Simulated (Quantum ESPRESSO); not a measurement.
```cif
data_Ag4Br4
_chemical_formula_sum 'Br4 Ag4'
_space_group_name_H-M_alt 'Fm-3m'
_space_group_IT_number 225
_space_group_name_Hall '-F 4 2 3'
_cell_length_a 5.63519
_cell_length_b 5.63519
_cell_length_c 5.63519
_cell_angle_alpha 90.000
_cell_angle_beta 90.000
_cell_angle_gamma 90.000
loop_
_atom_site_label
_atom_site_type_symbol
_atom_site_symmetry_multiplicity
_atom_site_Wyckoff_symbol
_atom_site_fract_x
_atom_site_fract_y
_atom_site_fract_z
_atom_site_occupancy
Br1 Br 4 b 0.50000 0.50000 0.50000 1
Ag1 Ag 4 a 0.00000 0.00000 0.00000 1
```
(The calculation used a cell of 2 atoms; values per cell refer to that cell.)

The PBEsol cell relaxed from Materials Project entry mp-23231 was given an isotropic strain of -0.7 % on all lattice vectors, and the atoms were relaxed again.

Question: What does PBEsol (Quantum ESPRESSO, PseudoDojo norm-conserving, 82 Ry, scalar-relativistic) give for the electronic structure near the Fermi level?

Answer: The PBEsol gap is indirect, 0.50 eV, from L to Γ; the smallest direct gap is 2.65 eV. Spin-orbit splittings are left out.
